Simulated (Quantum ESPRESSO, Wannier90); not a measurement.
**Wannier functions of BaO2 (I4/mmm)**

```
BaO2
1.0
    3.83801     0.00000     0.00000
    0.00000     3.83801     0.00000
   -1.91901    -1.91901     3.44910
Ba O
1 2
Direct
  0.00000   0.00000   0.00000
  0.39166   0.39166   0.78332
  0.60834   0.60834   0.21668
```

Materials Project entry mp-1105; symmetrised, unrelaxed at this level. COD (Crystallography Open Database) has an entry of this formula and space group (matched by these alone). Level: PBEsol, no spin polarisation, no spin-orbit coupling; pw.x of Quantum ESPRESSO at 68 Ry with PseudoDojo potentials, 8×8×8 k-points, Wannier90. Density: 10×10×10 mesh, Gaussian smearing 0.01 Ry. Spin-orbit coupling is left out although heavy elements are present.

Functional, cutoff and mesh named above are those of the base row (68); the first column says what each row takes instead. Model: 7 functions from bands 2-3,7-11, start SCDM (isolated) (the valence bands). Energies are relative to the valence-band maximum; the misfit is to pw.x on a path, for all bands of the set. Only the plane-wave cutoff changes (density cutoff four times as high). Ω_total can sit in another minimum from row to row; Ω_I of an isolated set cannot.

```tsv
ecutwfc (Ry)	Ω_I (Å²)	Ω_total (Å²)	rms misfit (meV)	gap (eV)	ΔE to highest cutoff (meV/atom)	plane waves a k-point, about (cost)
34	7.74	8.19	15	2.056	3186.2	1100
42	7.75	8.19	7.2	2.247	1213.9	1600
51	7.81	8.24	2.3	2.177	352.8	2100
68	7.83	8.27	0.2	2.165	16.7	3200
84	7.84	8.27	0.1	2.163	…	4500
105	7.84	8.27	0.1	2.163	0.0	6200
```

Task: What belongs in the gaps?

Result: 
- 84, ΔE to highest cutoff (meV/atom): 0.3
